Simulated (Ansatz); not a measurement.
Zn₂SnO₄:
Space group Imma (No. 74); a = 5.991 Å, b = 6.242 Å, c = 8.674 Å, α = β = γ = 90.00°

```json
[
 {"atom": "Zn", "site": "4e", "symmetry": "mm2", "x": "0.0000", "y": "0.2500", "z": "0.1419"},
 {"atom": "Zn", "site": "4d", "symmetry": ".2/m.", "x": "0.2500", "y": "0.2500", "z": "0.7500"},
 {"atom": "Sn", "site": "4b", "symmetry": "2/m..", "x": "0.0000", "y": "0.0000", "z": "0.5000"},
 {"atom": "O", "site": "8h", "symmetry": "m..", "x": "0.0000", "y": "0.0172", "z": "0.7356"},
 {"atom": "O", "site": "8i", "symmetry": ".m.", "x": "0.2349", "y": "0.2500", "z": "0.5010"}
]
```
(The calculation used a cell of 14 atoms; values per cell refer to that cell.)

Relaxed with PBEsol.

Task: Which orbitals make up the states near the band edges in DFT-PBEsol in the program Ansatz with PAW potentials?

Result: Top 1 eV of the valence band: O 2p 77 %, Zn 3d 20 %. Bottom 1 eV of the conduction band: Zn 4s 34 %, O 2s 24 %, O 2p 20 %, Sn 5s 19 %. Projections are on Löwdin-orthogonalised atomic valence shells; empty p or d shells of many metals are not among them.

Task: Tabulate the density of states.

Result: States/eV per cell of 14 atoms, in 0.25 eV bins, energy from the valence-band maximum.

| E (eV) | total | O 2p | Zn 3d | Zn 4s |
|---|---|---|---|---|
| -7.85 | 0.35 | 0.19 | 0.02 | 0.00 |
| -7.60 | 2.67 | 1.43 | 0.22 | 0.04 |
| -7.35 | 7.80 | 4.03 | 0.87 | 0.16 |
| -7.10 | 5.19 | 2.62 | 0.76 | 0.10 |
| -6.85 | 0.00 | 0.00 | 0.00 | 0.00 |
| -6.60 | 3.16 | 1.66 | 0.87 | 0.15 |
| -6.35 | 4.52 | 2.43 | 1.23 | 0.28 |
| -6.10 | 3.38 | 1.72 | 1.11 | 0.31 |
| -5.85 | 13.41 | 6.04 | 5.65 | 0.61 |
| -5.60 | 21.05 | 7.60 | 11.85 | 0.66 |
| -5.35 | 20.11 | 6.12 | 13.11 | 0.33 |
| -5.10 | 22.91 | 6.16 | 15.74 | 0.41 |
| -4.85 | 20.24 | 4.64 | 14.67 | 0.35 |
| -4.60 | 24.59 | 3.82 | 19.86 | 0.31 |
| -4.35 | 28.81 | 3.19 | 24.58 | 0.38 |
| -4.10 | 15.45 | 3.75 | 10.49 | 0.49 |
| -3.85 | 13.58 | 4.56 | 7.70 | 0.49 |
| -3.60 | 11.40 | 4.66 | 5.49 | 0.36 |
| -3.35 | 10.82 | 5.87 | 3.73 | 0.25 |
| -3.10 | 13.50 | 8.37 | 3.62 | 0.32 |
| -2.85 | 9.80 | 6.61 | 2.24 | 0.20 |
| -2.60 | 7.63 | 5.69 | 1.30 | 0.15 |
| -2.35 | 9.57 | 7.81 | 1.18 | 0.12 |
| -2.10 | 11.51 | 9.46 | 1.36 | 0.12 |
| -1.85 | 10.97 | 9.05 | 1.37 | 0.06 |
| -1.60 | 13.65 | 11.37 | 1.73 | 0.04 |
| -1.35 | 13.95 | 11.58 | 1.86 | 0.04 |
| -1.10 | 7.19 | 5.63 | 1.25 | 0.03 |
| -0.85 | 6.86 | 5.19 | 1.39 | 0.03 |
| -0.60 | 9.27 | 7.10 | 1.89 | 0.03 |
| -0.35 | 5.54 | 4.28 | 1.13 | 0.01 |
| -0.10 | 3.13 | 2.51 | 0.57 | 0.00 |
| 0.15 | 0.00 | 0.00 | 0.00 | 0.00 |
| 0.40 | 0.00 | 0.00 | 0.00 | 0.00 |
| 0.65 | 0.00 | 0.00 | 0.00 | 0.00 |
| 0.90 | 0.00 | 0.00 | 0.00 | 0.00 |
| 1.15 | 0.05 | 0.01 | 0.00 | 0.02 |
| 1.40 | 0.11 | 0.02 | 0.00 | 0.04 |
| 1.65 | 0.17 | 0.04 | 0.00 | 0.06 |
| 1.90 | 0.23 | 0.06 | 0.00 | 0.07 |
| 2.15 | 0.31 | 0.08 | 0.00 | 0.09 |
| 2.40 | 0.40 | 0.11 | 0.00 | 0.11 |
| 2.65 | 0.49 | 0.15 | 0.00 | 0.13 |
| 2.90 | 0.63 | 0.19 | 0.00 | 0.15 |
| 3.15 | 0.79 | 0.25 | 0.00 | 0.18 |
| 3.40 | 1.09 | 0.36 | 0.01 | 0.22 |
| 3.65 | 1.24 | 0.43 | 0.01 | 0.21 |
| 3.90 | 1.39 | 0.51 | 0.01 | 0.19 |
| 4.15 | 1.44 | 0.53 | 0.01 | 0.17 |
| 4.40 | 2.14 | 0.74 | 0.01 | 0.20 |
| 4.65 | 3.31 | 1.13 | 0.01 | 0.35 |
| 4.90 | 3.08 | 0.89 | 0.01 | 0.58 |
| 5.15 | 4.03 | 1.09 | 0.01 | 0.89 |
| 5.40 | 4.28 | 0.96 | 0.02 | 1.34 |
| 5.65 | 4.06 | 0.87 | 0.02 | 1.35 |

The first step of the workflow began from a Materials Project structure, measured or hypothetical; the Crystallography Open Database copy checked does not list it. Whether it is the stable phase at ambient conditions was not checked. The PBEsol relaxation kept the symmetry of its start; its stability against distortions is not shown here. Scalar-relativistic: spin–orbit coupling is off unless named, which matters more the heavier the elements.

Potentials: the later of the program's two PAW sets.
